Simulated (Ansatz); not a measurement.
SnC, first-principles data

SnC:
```yaml
crystal:
  lattice:
    - [3.59152, 0.00000, 0.00000]
    - [-1.79576, 3.11034, 0.00000]
    - [0.00000, 0.00000, 5.87980]
  atoms:
    - { symbol: Sn, position: [0.33333, 0.66667, 0.00031] }
    - { symbol: C, position: [0.66667, 0.33333, 0.12469] }
    - { symbol: Sn, position: [0.66667, 0.33333, 0.50031] }
    - { symbol: C, position: [0.33333, 0.66667, 0.62469] }
```

Space group P6_3mc (No. 186), wurtzite; conventional cell a = 3.5915 Å, b = 3.5915 Å, c = 5.8798 Å, α = 90.00°, β = 90.00°, γ = 120.00°.

Method: PBE (plane waves, PAW; program Ansatz). Geometry: relaxed at this level of theory. Other levels are named where they apply.

**Cell and energy**

Volume per atom: 16.42 Å³
Density: 6.61 g/cm³
Formation energy from the elements (no fitted shifts): 0.82 eV/atom

**Electronic structure**

- Band gap = 0.80 eV (direct)
- Valence-band maximum = at Γ
- Conduction-band minimum = at Γ
- Electron effective mass = 0.073, 0.085, 0.085 mₑ (principal values)
- Electron effective mass with spin–orbit coupling = 0.073, 0.086, 0.086 mₑ (principal values)
- Weight of the conduction-edge state by species (Voronoi cells) = C 57 %, Sn 43 %
- Hole effective mass, band 1 of 2 at the edge = 1.2 along z (mₑ)
- Hole effective mass, band 2 of 2 at the edge = 0.079 along x, 1.2 along z (mₑ)
- Hole effective mass with spin–orbit coupling = 0.16, 0.16, 1.3 mₑ (principal values)
- Weight of the valence-edge state by species (Voronoi cells) = C 86 %, Sn 14 %
- Gap with spin–orbit coupling = 0.78 eV

**Mechanics**

* **Bulk modulus (Birch–Murnaghan fit)**: 123 GPa
* **Pressure derivative B′**: 4.7

The start of the workflow was typed in or built on a structure type; neither database checked (COD, Materials Project) lists it. Its standing as an ambient phase is unchecked. The PBE relaxation kept the symmetry of its start; whether a distortion lowers the energy is not shown. Its formation energy is positive at this level, so the cell may be metastable or incomplete. The references are the lowest solids computed at this level, not always the standard phases. Scalar-relativistic: spin–orbit coupling is off unless named, which matters more the heavier the elements.

Potentials: the earlier of the program's two PAW sets.
